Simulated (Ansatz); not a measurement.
C:
```xyz
2
Lattice="0.0000 1.7773 1.7773 1.7773 0.0000 1.7773 1.7773 1.7773 0.0000" Properties=species:S:1:pos:R:3 pbc="T T T"
C      1.7773     1.7773     1.7773
C      2.6659     2.6659     2.6659
```

Relaxed with r²SCAN+D4. Special points in fractions of this cell's reciprocal vectors: Γ (0.000, 0.000, 0.000); X (0.500, 0.000, 0.500); U (0.625, 0.250, 0.625); K (0.375, 0.375, 0.750); L (0.500, 0.500, 0.500); W (0.500, 0.250, 0.750).

Task: List the band energies nearest the valence-band maximum at these points for r²SCAN+D4 (plane waves, PAW; program Ansatz).

Result: In eV from the valence-band maximum; about four levels below and three above (degenerate sets whole), none deeper than 8.9 eV; … stands for higher levels left out; points with the same levels are listed once.

```csv
k,below,above
Γ,0.00 0.00 0.00,…
X,-6.71 -6.71,5.04 5.04 …
U,-5.72,6.02 11.40 …
L,-3.00 -3.00,8.96 8.96 …
W,-8.79 -8.79,11.32 11.32 …
```

Space group Fd-3m (diamond). The cell was relaxed with r²SCAN+D4 under the symmetry of its start.

Potentials: the later of the program's two PAW sets.
